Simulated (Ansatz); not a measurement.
Input and command of a plane-wave DFT calculation in Ansatz:

```yaml
crystal:
  lattice:
    - [0.0, 2.192684, 2.01726928]
    - [2.192684, 0.0, 2.01726928]
    - [2.192684, 2.192684, 0.0]
  atoms:
    - { symbol: W, position: [0.0, 0.0, 0.0] }
    - { symbol: C, position: [0.5, 0.5, 0.5] }
basis:
  ecutwfc: 420
kpoints:
  mp_grid: { grid: [18, 18, 18] }
hamiltonian:
  xc: pbesol
scf:
  occupations: { method: gaussian, width: 0.15 }
output:
  forces: true
  stress: true
  eigenvalues: true
```

```bash
ansatz run input.yaml --threads 1 --pin off --max-ram 2560MiB --backend cpu --events-out ev --progress --plain --runs-dir out
```

Processor: Arm Neoverse V1, 1 thread, on a host shared with other jobs.

Question: How long does it run, and how much memory does it take?

Answer: About 11 s on 1 thread of Arm Neoverse V1 (shared host), peak memory 0.41 GiB. It solves 13 bands at 480 k points (the mesh reduced by symmetry) with about 371 plane waves, in 6 SCF iterations.
